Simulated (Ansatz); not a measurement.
The cell comes from COD entry 1510290, which wasn't checked; take it as a given geometry. The listed cell was then made from it by scaling, straining or moving an atom.

Sb3Au: DFT, LDA, PAW with Ansatz's default frozen-core files, scalar-relativistic (Ansatz 0.2.0). What sets it apart from a plain run of this crystal: equal xx and yy strain of -2 %.

Command: `ansatz run input.yaml --threads 1 --pin off --max-ram 4096MiB --backend cpu --events-out ev --progress --plain --runs-dir out` The run took 38 s on 1 thread of Arm Neoverse V1, with other jobs on the host, peak memory 0.59 GiB.

```yaml
crystal:
  lattice:
    - [-2.9792, 2.9792, 3.04]
    - [2.9792, -2.9792, 3.04]
    - [2.9792, 2.9792, -3.04]
  atoms:
    - { symbol: Sb, position: [0.0, 0.5, 0.5] }
    - { symbol: Sb, position: [0.5, 0.0, 0.5] }
    - { symbol: Sb, position: [0.5, 0.5, 0.0] }
    - { symbol: Au, position: [0.0, 0.0, 0.0] }
kpoints:
  mp_grid: { grid: [10, 10, 10] }
scf:
  occupations: { method: fermi_dirac, width: 0.05 }
hamiltonian:
  xc: lda
  pseudopotentials: { kind: paw }
output:
  forces: true
  stress: true
  eigenvalues: true
  efg: { contact_densities: true }
  write_density: true
  write_potential: true
  elf: true
  volumetric_format: npy
```

Output (standing set-up lines are left out):

```
Crystal: 4 atoms, lattice volume = 107.928 Å³
Basis set: ecut = 420 eV, 2119 PW (Γ)
Symmetry: 16 space group operations
Space group: I4/mmm (ITA 139), of the structure as read, at distance tolerance 4.8e-5 Å
k-points: 102 of 1000
SCF iter   1: F=—  HF=-31872.106170 eV  |F-HF|=—  |Δ(HF+E_count)|=         —  Δρ=6.79e-3  dr2=2.65e-2  ethr=1.77e-3  ⟨swp⟩=7.9  Hψ=17298  notcnv=0  defer=34
preconditioner: auto → Kerker (q_TF=auto, 2.501 Å⁻¹)  [metal: Δε(μ)=0.003 eV  Ē_g=8.222 eV  σ=0.050 eV  W_gap=0.02  n_scr=18 (ndim 8)  ℏωp=18.2 eV  f_vac=0.005  D(μ)=1.98/eV (n_scr^D=12)]
SCF iter   2: F=—  HF=-31872.098345 eV  |F-HF|=—  |Δ(HF+E_count)|=   7.83e-3  Δρ=3.04e-3  dr2=4.06e-3  ethr=4.14e-5  ⟨swp⟩=3.0  Hψ=7929  notcnv=0  defer=76
SCF iter   3: F=—  HF=-31872.096848 eV  |F-HF|=—  |Δ(HF+E_count)|=   1.50e-3  Δρ=6.48e-4  dr2=2.55e-4  ethr=6.35e-6  ⟨swp⟩=2.0  Hψ=5381  notcnv=0  defer=76
SCF iter   4: F=—  HF=-31872.096798 eV  |F-HF|=—  |Δ(HF+E_count)|=   5.01e-5  Δρ=1.63e-4  dr2=4.20e-5  ethr=3.98e-7  ⟨swp⟩=2.0  Hψ=5082  notcnv=0  defer=76
SCF iter   5: F=—  HF=-31872.096791 eV  |F-HF|=—  |Δ(HF+E_count)|=   6.61e-6  Δρ=5.02e-5  dr2=3.57e-6  ethr=6.57e-8  ⟨swp⟩=2.1  Hψ=7082  notcnv=0  defer=76
SCF iter   6: F=—  HF=-31872.096791 eV  |F-HF|=—  |Δ(HF+E_count)|=   5.72e-7  Δρ=1.15e-5  dr2=1.70e-7  ethr=5.59e-9  ⟨swp⟩=3.0  Hψ=7157  notcnv=0  defer=76
SCF iter   7: F=-31872.096791 eV  HF=-31872.096791 eV  |F-HF|=6.61e-9  |Δ(HF+E_count)|=   1.97e-8  Δρ=2.54e-6  dr2=9.85e-9  ethr=1.56e-10  ⟨swp⟩=13.6  Hψ=26743  notcnv=0
SCF 1 converged in 7 iterations: F = -31872.096791 eV  dr2 = 9.85e-9
  greatest PAW one-centre occupation: 1.003 electrons in one spin orbital (limit 2), on the Au atom at site 3 (counted from 0), in its partial waves of l = 0
SCF converged after 7 iterations
Free energy (F): -31872.096791 eV
Harris-Foulkes:  -31872.096791 eV  (|F-HF|=6.61e-9)
Internal energy: -31872.080847 eV  (E = F + TS)
E sigma→0 (E₀):  -31872.088819 eV
Entropy (-TS):   -0.015944 eV (-3.986 meV/atom)
Fermi energy:    10.988601 eV
--- Per-component energies (eV) ---
  E_band       = -838.281251
  E_kinetic    = 1227.561026
  E_local      = -7019.285653  (includes V_loc(G=0)·N_el)
  E_nonlocal   = 1179.429490
  E_hartree    = 3096.588902
  E_xc         = -639.467345
  E_vxc        = -565.909295  (∫ρ·V_xc dr)
  E_paw        = -22703.098112  (= ΣΔE_a)
  E_vpaw       = -1853.257475  (= ΣTr[D̂ρ^β])
  E_aug_tail   = 0.001298  (compensation charges beyond the density's cutoff)
  E_ewald      = -7016.009643
  E_core_change = 2.199188  (= ΣΔE_core)
  E_smearing   = -0.015944  (= −TS)
  E_closure    = -0.000000  (closes the sum)
  Σ components = -31872.096791   (vs F -31872.096791, Δ=0.00e0)
--- Forces (eV/Å), atoms counted from 1 ---
  atom   1  Sb     0.00000000     0.00000000     0.00000000
  atom   2  Sb     0.00000000     0.00000000     0.00000000
  atom   3  Sb     0.00000000     0.00000000     0.00000000
  atom   4  Au    -0.00000000     0.00000000     0.00000000
  max |Σ_I F_I| component: 6.15e-29 eV/Å
--- Stress (GPa, compression-positive) ---
       -5.321982      -0.000000       0.000000
       -0.000000      -5.321982      -0.000000
       -0.000000      -0.000000      -7.205947
  P = ⅓ Tr σ = -5.9500 GPa (-59.500 kbar)
--- PAW observables at the nuclei: V_zz in 10²¹ V/m², potentials from the cell's mean, atoms counted from 1 ---
  atom   1  Sb V_zz =    -2.208877   η = 0.2907   by run symmetry: allowed
            electrostatic potential = -8411.250861 V   contact ρ = 1344776.189001 e/Å³
  atom   2  Sb V_zz =    -2.208877   η = 0.2907   by run symmetry: allowed
            electrostatic potential = -8411.250861 V   contact ρ = 1344776.189001 e/Å³
  atom   3  Sb V_zz =    +0.006174   η = 0.0000   by run symmetry: allowed
            electrostatic potential = -8411.239146 V   contact ρ = 1344776.869112 e/Å³
  atom   4  Au V_zz =    +1.297829   η = 0.0000   by run symmetry: allowed
            electrostatic potential = -16452.250698 V   contact ρ = 13028897.898552 e/Å³
--- Band table (eV; the first three rows and the last of 102) ---
  k-point 0: bands = ["-94.5872", "-45.8907", "-45.8907", "-45.8707", "-18.0951", "-18.0666", "-17.9876", "-17.9759", "-17.9759", "-17.9622", "-17.9021", "-17.9021", "-17.8960", "-17.8734", "-17.8734", "-17.8720", "-17.8442", "-17.8406", "-17.7812", "-1.1992", "3.3797", "3.5970", "7.0007", "7.0293", "7.0293", "7.2860", "7.2860", "7.4854", "7.6653", "7.6856", "9.4881", "9.4881", "9.5335", "9.8747", "14.8058", "14.8058", "14.8957", "15.7343", "16.3006"]
  k-point 1: bands = ["-94.5872", "-45.8907", "-45.8907", "-45.8707", "-18.0881", "-18.0639", "-17.9849", "-17.9742", "-17.9741", "-17.9608", "-17.9031", "-17.9030", "-17.8964", "-17.8743", "-17.8742", "-17.8741", "-17.8479", "-17.8417", "-17.7876", "-1.1231", "3.3322", "3.3687", "6.8452", "6.8585", "7.0410", "7.2664", "7.3958", "7.6413", "7.6469", "7.9016", "8.6846", "9.4653", "9.8775", "10.8432", "14.8994", "14.9602", "15.0847", "15.7655", "15.8990"]
  k-point 2: bands = ["-94.5872", "-45.8907", "-45.8907", "-45.8707", "-18.0678", "-18.0565", "-17.9774", "-17.9693", "-17.9689", "-17.9563", "-17.9063", "-17.9062", "-17.8975", "-17.8807", "-17.8761", "-17.8758", "-17.8586", "-17.8468", "-17.8041", "-0.8977", "2.8110", "3.2194", "6.5924", "6.6888", "6.9074", "7.0747", "7.1428", "7.8878", "8.0288", "8.0699", "8.7765", "9.2912", "10.7455", "11.9525", "14.6318", "14.6582", "15.1790", "15.4188", "16.2428"]
  k-point 101: bands = ["-94.5872", "-45.8907", "-45.8907", "-45.8707", "-18.1210", "-18.0088", "-17.9846", "-17.9839", "-17.9711", "-17.9711", "-17.9087", "-17.9087", "-17.9016", "-17.8704", "-17.8704", "-17.8690", "-17.8599", "-17.8131", "-17.8050", "0.6351", "0.8160", "3.8687", "5.8345", "5.8345", "5.8802", "7.1489", "7.1860", "7.1860", "7.4546", "7.4663", "10.7997", "10.7997", "11.0053", "11.1007", "16.7968", "17.3008", "17.3008", "17.5248", "17.6165"]
```
